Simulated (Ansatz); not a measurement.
The elements of this relaxed trial crystal are hidden behind letters.

```
lattice vectors (Å)
   0.0000    4.7521    4.7521
   4.7521    0.0000    4.7521
   4.7521    4.7521    0.0000
fractional positions
X 0.0000 0.0000 0.0000
Z 0.7500 0.7500 0.7500
Z 0.2500 0.2500 0.2500
Q 0.7000 0.3000 0.7000
Q 0.3000 0.3000 0.7000
Q 0.7000 0.7000 0.3000
Q 0.3000 0.7000 0.3000
Q 0.3000 0.7000 0.7000
Q 0.7000 0.3000 0.3000
```

Level of theory: Ansatz, DFT PBE, scalar-relativistic, plane waves, PAW. Plane waves to 420 eV, an 8×8×8 mesh through Γ for the 9-atom cell and 0.10 eV Gaussian smearing; no spin polarisation.

| Property | Result |
| --- | --- |
| Space group | Fm-3m (No. 225) |
| Conventional cell | a = 9.504 Å |
| Volume per atom | 23.85 Å³ |
| Density | 4.16 g/cm³ |
| Energy over the elements | +0.13 eV/atom |
| Gap on the 8×8×8 mesh of the 9-atom cell | 0 eV (a metal) |

Energies are uncorrected and count from the elements' standard states at the same level.

**Question.** X is an s-block element of period 4, Z is an s-block element of period 3 and Q is a p-block element of period 4. Which elements are they?

**Answer.** X = Ca, Z = Mg, Q = As, so the formula is CaMg2As6. Density times volume gives a mean mass of 4.16 × 23.85/1.6605 = 59.8 u per atom, and this set has 59.8 u. Ca is surrounded by 6 As at 2.85 Å; around Mg lie 12 As at 3.39 Å; around As lie 4 As at 2.69 Å, 1 Ca at 2.85 Å and 4 Mg at 3.39 Å. Other sets within the hints have nearly the same mass, so mass alone doesn't settle it; this one was computed.

A structure relaxed within its symmetry needn't be a true minimum.
